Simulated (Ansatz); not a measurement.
# Ag: moving Ag off its site

Ag, Fm-3m, a = 4.086 Å (as given, not relaxed at this level: -2.6 GPa). Ansatz: PBEsol, PAW, 420 eV, Γ-centred 10×10×10 mesh on 8 atoms, Gaussian smearing 0.15 eV; no spin polarisation.

```
CELL_PARAMETERS angstrom
-4.08620 -4.08620 0.00000
0.00000 -4.08620 4.08620
-4.08620 0.00000 4.08620
ATOMIC_POSITIONS crystal
Ag 0.50000 0.00000 0.00000
Ag 0.00000 0.00000 0.00000
Ag 0.50000 0.50000 0.00000
Ag 0.00000 0.50000 0.00000
Ag 0.50000 0.00000 0.50000
Ag 0.00000 0.00000 0.50000
Ag 0.50000 0.50000 0.50000
Ag 0.00000 0.50000 0.50000
```

Atom 1 (Ag) moves by x along the unit vector (0.707, 0.707, 0.000), with its periodic images; all else is held. y is the free energy of the cell over the start, F the force along the path summed over the moved atoms. Symmetry makes y even in x.

| x (Å) | y (meV) | F (eV/Å) |
| --- | --- | --- |
| -0.100 | ? | ? |
| -0.060 | 9.29 | 0.31 |
| -0.020 | 1.03 | 0.10 |
| 0.000 | 0.00 | 0.00 |
| 0.030 | 2.32 | -0.15 |
| 0.040 | 4.12 | -0.21 |
| 0.050 | 6.45 | -0.26 |
| 0.070 | 12.67 | -0.36 |
| 0.080 | 16.57 | -0.42 |
| 0.090 | 21.00 | -0.47 |

Task: Fit y = c2 x² + c4 x⁴ to the energies of the other rows, give the force constant, and predict energy and force of the missing row.

Result: Least squares on the rows shown. y = 2573.2 x² + 2416.1 x⁴. The force constant is 2 c2 = 5.15 eV/Å², for the cell as given, at -2.6 GPa (for all images moving together, not for a lone atom). The force −dy/dx at the missing row is 0.52 eV/Å (computed 0.52). At x = -0.100 the fit asked for gives 25.97 meV. The run gave 25.97 meV, the same to the digits shown.